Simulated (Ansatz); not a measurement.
SnC (wurtzite, P6_3mc), PBEsol in the plane-wave PAW code Ansatz, all energies at zero smearing, with the estimated change up to a 700 eV cutoff added, with one set of potentials and settings (totals compare only within such a set). Cell of 4 atoms (2 Sn, 2 C): -12389.858 eV.

| element | reference phase | E (eV/atom) |
|---|---|---|
| Sn | I4_1/amd, 2 atoms in the cell | -5949.7830 |
| C | P6_3/mmc, 4 atoms in the cell | -246.6950 |

Formation energy per atom, worked out: (-12389.858 − 2×(-5949.7830) − 2×(-246.6950))/4 = 0.775 eV/atom (75 kJ per mol of atoms), at 0 K, without zero-point energy or fitted corrections.

The start of the workflow was typed in or built on a structure type; neither database checked (COD, Materials Project) lists it. Its standing as an ambient phase is unchecked. The PBEsol relaxation kept the symmetry of its start; its stability against distortions is not shown here. Its formation energy is positive at this level, so the cell may be metastable or incomplete. The references are the lowest solids computed at this level, not always the standard phases. Scalar-relativistic: spin–orbit coupling is off unless named, which matters more the heavier the elements.

Potentials: the later of the program's two PAW sets.
